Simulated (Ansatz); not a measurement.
# What DFT gives for LaBr3

```
La Br
1.0
     7.78294    0.00000    0.00000
    -3.89147    6.74023    0.00000
     0.00000    0.00000    4.33913
La Br
2 6
Direct
  0.33330 0.66670 0.25000
  0.66660 0.33330 0.75000
  0.39000 0.30270 0.25000
  0.08730 0.39000 0.75000
  0.69730 0.08730 0.25000
  0.61000 0.69730 0.75000
  0.91270 0.61000 0.25000
  0.30270 0.91270 0.75000
```

Method: r2SCAN, no spin polarisation; PAW, plane waves to 500 eV, 4×4×6 Γ-centred mesh, fermi-dirac occupations (width 0.1 eV) (Ansatz 0.2.0), atoms fixed.

(1) Is it stable against the elements?

(2) Is there a gap, and of what kind?

(3) Where is the largest force?

(4) Is the cell too large or too small?

(5) Describe some of the short contacts.

Origin: a known structure type with other elements, at an estimated volume, so it need not be a known compound. Caveats: f levels without a U or exact exchange are poorly placed.

Results:

(1) -2.23 eV an atom against the elements' usual phases (free molecules for gases, crystals otherwise, with no correction for O₂ or N₂), so it is bound against them; other compounds may still compete. Relaxing would lower it.

(2) The gap is 3.82 eV, direct at the points sampled.

(3) The largest is on Br3 (and as large on other atoms): 0.66 eV/Å, components (-0.50, -0.43, 0.00). It makes 124° with the line to a nearest neighbour, La2 at 2.98 Å.

(4) The pressure is 7.0 GPa (compression positive), so with the atoms held at these fractions the cell would first expand. The principal stresses 6.6, 6.6, 7.8 GPa differ, so its shape would change too.

(5) La–Br at 2.98 Å: least valence density 0.25 e/Å³ and ELF 0.23 there. Br–Br at 3.44 Å: least valence density 0.10 e/Å³ and ELF 0.08 there, a closed-shell (ionic or weak) contact. Both are smooth PAW fields, read partly inside the augmentation spheres.
